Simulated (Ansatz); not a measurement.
Ionic part of the dielectric constant of SiO₂ at 6 GPa, mode by mode

Level of theory: DFT LDA, scalar-relativistic, plane waves, PAW (Ansatz 0.2.0). Settings: 420 eV plane-wave cutoff, Γ-centred 8×8×8 mesh, fixed occupations. No spin polarisation. Phonons by linear response, acoustic sum rule imposed.

It takes space group I-42d (No. 122, tetragonal). The conventional cell has a = 4.399 Å, b = 4.399 Å, c = 7.307 Å, α = 90.00°, β = 90.00°, γ = 90.00°. Si (site symmetry -4) is surrounded by 4 O at 1.61 Å. O (site symmetry 2) has 2 Si at 1.61 Å as nearest neighbours.

Other phases may be more stable at this pressure.

The primitive cell has V = 70.71 Å³ and ε∞,yy = 2.528. Each polar mode adds Δε = (4.92064×10⁷/V)·S/ν² along y, with S its oscillator strength in e²/amu, ν in cm⁻¹ and V in Å³.

Problem. From these modes, find each Δε and ε0,yy.
```json
{"ν (cm⁻¹)": "208.1", "S_yy (e²/amu)": "0.01924"}
{"ν (cm⁻¹)": "454.8", "S_yy (e²/amu)": "0.1391"}
{"ν (cm⁻¹)": "838.8", "S_yy (e²/amu)": "0.3594"}
{"ν (cm⁻¹)": "1061.0", "S_yy (e²/amu)": "0.906"}
```

Solution.
| ν (cm⁻¹) | Δε |
| --- | --- |
| 208.1 | 0.31 |
| 454.8 | 0.47 |
| 838.8 | 0.36 |
| 1061.0 | 0.56 |

The sum is 1.693, so ε0,yy = 4.22; the run's tensor has 4.22.

Problem. Where do the longitudinal modes lie for a wave vector along y?

Solution. At 216, 483, 875, 1194 cm⁻¹. The Lyddane–Sachs–Teller product Π(ν_LO/ν_TO)² = 1.67 matches ε0/ε∞ = 1.67.

This form isn't the usual stable structure of the compound at low pressure.

Cost: 1 run of about 7.4 core-minutes, on Arm Neoverse V2 (shared hosts).